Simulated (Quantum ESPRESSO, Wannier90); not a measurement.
# Wannierisation of TlBr (Cmcm)

```xyz
4
Lattice="4.4195 0.0000 0.0000 0.0000 0.0000 -4.9718 -2.2098 6.2223 0.0000" Properties=species:S:1:pos:R:3 pbc="T T T"
Tl    -2.2098     1.3822    -1.2429
Tl     2.2098    -1.3822     1.2429
Br     0.0000     1.7017     1.2429
Br     0.0000    -1.7017    -1.2429
```

Cell from Materials Project (mp-568949), symmetrised, no further relaxation. Not found in the COD (Crystallography Open Database) copy used, which has the formula in other groups; not checked further. Method: PBEsol plane waves in Quantum ESPRESSO 7.5 (PseudoDojo norm-conserving files, 50 Ry, no spin polarisation, no spin-orbit coupling), Bloch states on a 8×6×8 mesh through Γ, Wannier90 4.0.1. Density: 8×6×8 mesh, cold smearing 0.01 Ry. Spin-orbit coupling is left out although heavy elements are present.

Bands 13-14 form an isolated set from -5.42 to -3.67 eV relative to the valence-band maximum (on the path) and are turned into 2 Wannier functions by minimising the spread from the start: atomic waves Tl 6s.

Centres (Cartesian, Å; one of the equivalent choices) and spreads:

```tsv
n	x	y	z	spread (Å²)	nearest atom
1	-2.210	1.541	-1.243	4.756	Tl1
2	2.210	-1.541	1.243	4.756	Tl2
```

Ω_I = 9.44 Å², Ω_total = 9.51 Å²; the interpolated bands follow pw.x to 2.8 meV rms on the path. Only this start was tried; a symmetric start can stop on a saddle, and mixtures of these functions could lower the total by at most Ω_total − Ω_I.
